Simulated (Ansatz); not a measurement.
CaO:
```
CaO
1.0
    2.90317     0.00000     0.00000
    0.00000     2.90317     0.00000
    0.00000     0.00000     2.90317
Ca O
1 1
Cartesian
  0.00000   0.00000   0.00000
  1.45158   1.45158   1.45158
```

Relaxed with r²SCAN.

Problem. Give the Bader charges and basin volumes of the independent atoms, the program Ansatz at the r²SCAN level (PAW).

Solution. 

```csv
atom,Bader charge (e),Bader volume (Å³)
Ca1,+1.51,10.9
O2,-1.51,13.5
```

Space group Pm-3m (CsCl type). This is a known high-pressure phase of the composition, computed here at zero pressure and temperature. Symmetry was held in the r²SCAN relaxation. At this level the phase is mechanically unstable.

Potentials: the earlier of the program's two PAW sets.
